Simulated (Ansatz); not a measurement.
One stationary structure of Co. Space group P6₃/mmc (No. 194). All values below come from PBE (plane waves to 420 eV, PAW, scalar-relativistic; Ansatz, an electronic-structure program).

```xyz
4
Lattice="3.5831 0.0000 0.0000 -1.7916 3.1031 0.0000 0.0000 0.0000 4.6786" Properties=species:S:1:pos:R:3 pbc="T T T"
Co     1.7916     1.0344     1.1696
Co     0.0000     2.0687     3.5089
Co     0.0000     0.0000     0.0000
Co     0.0000     0.0000     2.3393
```

**Question.** What is the computed magnetic moment (PBE)?

**Answer.** Net 1.82 μB/atom, ferromagnetic.

Spin state reached: ferromagnetic (net 1.82 μB/atom), from parallel starting moments; other spin orders were not run from this start.

The run could not lose the symmetry of its start: the end is stationary, and may be a saddle point rather than a minimum.

All atoms sit on sites fixed by symmetry, so only the cell could relax.

The relaxed structure here is a generated cell of Co: the first start was made by a random draw of sites in a space group, and the end was not matched to a known phase here, so it may be hypothetical. A known form of Co has the same space group; whether the sites agree was not checked.
